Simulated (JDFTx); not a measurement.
Reference run:

System: Al(111) (Fm-3m bulk; lattice of mp-134, not re-optimised at this level), 1x1 cell of 4 atoms in 4 planes, area 7.06 Å² a face, 7.0 Å between the outermost planes in a cell 23.0 Å high; k mesh 8×8×1, Fermi width 0.01 Ha, no spin polarisation.

Reference level: PBE, GBRV ultrasoft potentials, plane waves to 20/100 Ha, in JDFTx (a modified build). Unrelaxed; liquid: linear PCM (GLSSA13), water, 1 M KF. Potentials are on the SHE scale by the convention U = −μ/e − 4.44 V; references calibrated for a solvation model differ from this value.

```
run                F per atom, vacuum (eV)  TS per atom (eV)  k states  plane waves per k  work function (eV)  U_pzc (V)
-----------------  -----------------------  ----------------  --------  -----------------  ------------------  ---------
run 1                              -57.222             0.437        10               4686                4.22      -0.52
run 2 (reference)                  -57.058             0.109        10               4686                4.10      -0.63
run 3                              -57.017             0.027        10               4686                4.10      -0.62
run 4                              -57.008             0.011        10               4686                4.13      -0.59
```

Task: One setting differs between these runs. Which?
A) functional
B) slab thickness
C) plane-wave cutoffs
D) Fermi smearing width

Result: D, Fermi smearing width. The values, in order: 0.02 Ha; 0.01 Ha; 0.005 Ha; 0.003 Ha.
